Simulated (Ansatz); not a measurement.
This run works on a generated trial structure, not on a known crystal.

Input and command of a plane-wave DFT calculation in Ansatz:

```yaml
crystal:
  lattice:
    - [3.1867558066, 0.0, 0.0]
    - [0.0, 4.4131552113, 0.0]
    - [0.0, 0.0, 6.2914420403]
  atoms:
    - { symbol: Zr, position: [0.0, 0.0, 0.0] }
    - { symbol: Ta, position: [0.5, 0.5, 0.2492239159] }
    - { symbol: Ta, position: [0.0, 0.0, 0.5] }
    - { symbol: Ta, position: [0.5, 0.5, 0.7507760841] }
    - { symbol: "N", position: [0.0, 0.5, 0.5] }
    - { symbol: "N", position: [0.5, 0.0, 0.7432844319] }
    - { symbol: "N", position: [0.0, 0.5, 0.0] }
    - { symbol: "N", position: [0.5, 0.0, 0.2567155681] }
basis:
  ecutwfc: 420
kpoints:
  mp_grid: { grid: [10, 8, 6] }
hamiltonian:
  xc: pbe
scf:
  occupations: { method: gaussian, width: 0.1 }
output:
  forces: true
  stress: true
  eigenvalues: true
relax:
  adjacent_minimum: "off"
  f_tol: 0.01
  max_steps: 80
  cell: { stress_tol: 0.05 }
```

```bash
ansatz run input.yaml --threads 1 --pin off --max-ram 2560MiB --backend cpu --events-out ev --progress --plain --runs-dir out
```

Processor: Intel(R) Xeon(R) Platinum 8259CL CPU @ 2.50GHz (Skylake/Cascade Lake), 1 thread, on a host shared with other jobs.

Question: Estimate time, memory and problem size.

Answer: About 4 min, peak memory 0.66 GiB. It solves 44 bands at 120 k points (after reduction by symmetry) with about 1701 plane waves (on the last cell), in 53 SCF iterations over 9 ionic steps.
